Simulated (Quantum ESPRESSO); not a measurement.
# Strain and stress in GeGa3N4

The results below are calculated, not measured. They come from pw.x of Quantum ESPRESSO 7.5, a plane-wave density functional program, with PseudoDojo standard norm-conserving files (v0.5 for PBE, v0.4.1 for LDA and PBEsol). The cells are made up: elements, strain and atom displacements were drawn at random, and nothing was relaxed. There is no spin polarisation, spin-orbit coupling or dispersion term.

The cell has 8 sites of a wurtzite lattice (rectangular cell). Sites 1 to 4 hold Ge Ga Ga Ga; sites 5 to 8 hold N N N N. Cell vectors in Å: (3.331, -0.007, 0.038); (-0.013, 5.635, -0.021); (0.063, -0.019, 5.351). Settings: PBE, cutoff 1143 eV, 7 x 6 x 6 k mesh shifted by half a step, Fermi-Dirac smearing of 0.1 eV.

Each run adds the same linear strain along x, y and z to one cell, with the atoms carried along; the vectors above are those of run 4. Stress is positive in tension and P is minus a third of its trace. E is the free energy for each atom above the lowest run shown.

```
run,strain (%),s_xx (GPa),s_yy (GPa),s_zz (GPa),s_xy (GPa),P (GPa),E (meV/atom)
1,-2.41,-37.61,-15.04,-12.55,-10.53,21.73,87.26
2,-1.69,-31.15,-11.07,-8.45,-9.42,16.89,57.03
3,-1.07,-26.01,-7.92,-5.22,-8.52,13.05,36.39
5,1.53,-8.29,2.81,5.63,-5.40,-0.05,0.00
6,1.79,-6.82,3.69,6.50,-5.14,-1.13,0.36
7,2.47,-3.22,5.84,8.64,-4.49,-3.76,4.37
4,0.95,?,?,?,?,?,?
```

A rerun of one of these cells at 1437 eV and k mesh 9 x 8 x 8 moved values by no more than 0.002 eV in the cell's energy, 0.05 GPa in stress and 0.010 eV/Å in force.

## Worked fit

A parabola through the six runs shown gives P = 7.10 - 5.23 e + 0.344 e² GPa, with e in per cent and a scatter of 0.06 GPa. A linear strain of 1 % changes the volume by about 3 %, so the bulk modulus of this cell with clamped atoms is about 174 ± 2 GPa at e = 0. The error is the larger of the fit's own and the change that a cubic makes, rounded up.

## Withheld run

Question: what P should run 4 give?

The fit gives 2.44 GPa. The calculation gave 2.50 GPa.

| run | strain (%) | s_xx (GPa) | s_yy (GPa) | s_zz (GPa) | s_xy (GPa) | P (GPa) | E (meV/atom) |
| --- | --- | --- | --- | --- | --- | --- | --- |
| 4 | 0.95 | -11.76 | 0.72 | 3.54 | -6.02 | 2.50 | 1.72 |